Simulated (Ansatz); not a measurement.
**Data sheet: Al2Au (DFT)**

Al$_{2}$Au:
```
CELL_PARAMETERS angstrom
     -1.80780     1.80780     3.83206
      1.80780    -1.80780     3.83206
      1.80780     1.80780    -3.83206
ATOMIC_POSITIONS crystal
  Au 0.00000 0.00000 0.00000
  Al 0.33570 0.33570 0.00000
  Al 0.66430 0.66430 0.00000
```

Space group I4/mmm (No. 139), MoSi2 or CaC2 type; conventional cell a = b = 3.616 Å, c = 7.664 Å, α = β = γ = 90.00°.

Method: plane-wave PAW PBEsol (Ansatz code). Geometry: relaxed at this level of theory. Other levels are named where they apply.

**Cell and energy**

```json
{
  "volume_per_atom": "16.70 Å³",
  "density": "8.32 g/cm³",
  "Formation energy from the elements (no fitted shifts)": "-0.21 eV/atom"
}
```

**Electronic structure**

```json
{
  "electronic_character": "metallic (no gap)",
  "Density of states at the Fermi level": "0.30 states/eV per atom (mean over ±0.08 eV)",
  "Gap with spin–orbit coupling": "none (metallic)"
}
```

**Mechanics**

```json
{
  "Bulk modulus (Birch–Murnaghan fit)": "1010 kbar",
  "Pressure derivative B′": "5.1"
}
```

**Phonons**

```json
{
  "highest_zone_centre_frequency": "12.68 THz",
  "zone_centre_stability": "no imaginary mode at Γ"
}
```

A made-up cell: these elements were put on the sites of a structure type; neither database checked (COD, Materials Project) lists it. COD files the formula under space group No. 225. Whether it is the stable phase at ambient conditions was not checked. The PBEsol relaxation kept the symmetry of its start. As this level gives no gap, phonon frequencies hold no LO–TO term and depend on the k-mesh and smearing (Fermi–Dirac, 0.1 eV here). Axis ratios of metals converge slowly with the k-mesh, so a and c are less sure than the volume. The references are the lowest solids computed at this level, not always the standard phases. Spin–orbit coupling is left out wherever it is not named.

Potentials: the earlier of the program's two PAW sets. The files were generated under PBE; for other functionals the program regenerates the frozen cores, and for LDA and PBEsol the local potential too.
